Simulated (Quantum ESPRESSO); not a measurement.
Al2RuSn2Ti3 in 6 site orders

These are calculations, not measurements. They come from Quantum ESPRESSO 7.5, a public plane-wave density functional program. Each row is one single-point run on a made-up periodic cell of eight metal atoms, with elements, volume, strain and displacements drawn at random and not relaxed, so a cell may be unstable or far from any real phase. There is no spin polarisation or spin-orbit coupling.

Settings: PBE unless stated; PseudoDojo standard norm-conserving files; Fermi-Dirac width 0.25 eV, which means electrons at about 2900 K; cutoff 1143 eV; 5 x 5 x 4 k mesh shifted half a step off Gamma. E is the free energy of the whole cell (internal energy minus TS), so a -TS column is already part of it. Stress is positive in tension, and the pressure P is minus a third of its trace.

Checks: one run of this series was repeated at a higher cutoff and on a denser mesh, which moved values by no more than 0.002 eV, 0.15 GPa and 0.014 eV/Å, and a second program with other atomic files agreed on it to 2 % rms in force and 0.5 GPa in pressure. Known limits: the tin pseudopotential is less sure than most, with forces differing by about three percent from a second method on plain tin; a spin test at this wide smearing found no moment, but such smearing suppresses magnetism that the real alloy may have.

The lattice is hexagonal close-packed, and the cell vectors in Å are (0.000, 0.000, -4.903); (0.000, 5.120, 0.000); (5.912, 0.000, 0.000), a volume of 148.42 Å³. The runs put one composition on the same eight displaced sites in different orders. E is counted from run 1, and the rms force is over all 24 components. Nothing is relaxed, so E mixes bonding between neighbours with strain on unrelaxed sites, and it is not an ordering energy.

```
run  elements on sites 1 to 8  E (eV)  -TS (eV)  rms force (eV/Å)  largest force (eV/Å)  P (GPa)
  1   Ti Ti Sn Sn Al Ru Ti Al   0.000    -1.729             0.748                  2.53    -2.88
  2   Ti Sn Al Ru Ti Al Ti Sn  -0.443    -1.738             0.439                  1.12        ?
  3   Ti Sn Ru Ti Sn Al Al Ti  -0.507    -1.700             0.482                  1.18    -3.69
  4   Sn Al Ti Ti Sn Al Ru Ti  -0.427    -1.751             0.708                  2.16    -3.85
  5   Ti Al Sn Ru Al Sn Ti Ti   0.038    -1.762             0.719                  1.93    -2.23
  6   Ti Ti Sn Al Sn Ti Al Ru  -0.260    -1.581             0.960                  2.76    -3.08
```

## Worked fit

A straight line through the runs shown gives P = -2.58 + 2.46 E GPa with E in eV, an error of 0.58 on the slope and a scatter of 0.28 GPa. At this fixed volume the orders of higher energy tend to have the higher pressure.

## Withheld value

Question: what pressure should run 2 give?

The fit gives -3.67 ± 0.33 GPa. The calculation gave -3.36 GPa.
